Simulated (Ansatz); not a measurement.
One crystal and one scan (energy against volume) at two levels, PBE (plane waves to 420 eV, PAW, scalar-relativistic; Ansatz, a program for electronic structure) and r2SCAN (plane waves to 500 eV, PAW, scalar-relativistic; Ansatz), each from its own relaxed cell and on its own mesh.

The crystal is MgH2 (rutile); the cell is scaled evenly about its relaxed volume V₀.

E stands for the smeared free energy. MgH2 was relaxed with its symmetry unable to fall. With the shape held, the modulus is that of even scaling; a crystal free to change shape is softer. Both scans cover V/V₀ from 0.900 to 1.100.

```csv
quantity,run 1,run 2
Lattice constant a (Å),4.517,4.484
Lattice constant c (Å),3.013,2.997
Relaxed volume (Å³/atom),10.25,10.04
"Band gap of the relaxed cell, no spin-orbit coupling (eV)",3.73,4.38
Pressure at the smallest volume (GPa),6.45,6.82
Energy cost of the largest compression (meV/atom),19.1,19.8
Energy cost of the largest expansion (meV/atom),14.1,14.7
Bulk modulus at fixed cell shape B₀ (third-order Birch-Murnaghan fit) (GPa),51.0,54.0
```

Task: Which run is which level?

Result: Run 1 is PBE, run 2 is r2SCAN. PBE gives the higher value for: lattice constant a; lattice constant c; relaxed volume. PBE gives the lower value for: band gap of the relaxed cell, no spin-orbit coupling; pressure at the smallest volume; energy cost of the largest compression; energy cost of the largest expansion; bulk modulus at fixed cell shape B₀. Neither level is exact: the differences show how much the result hangs on the functional.

(A scan under strain: stresses follow from slopes of the energy per volume, elastic moduli from its curvatures.)
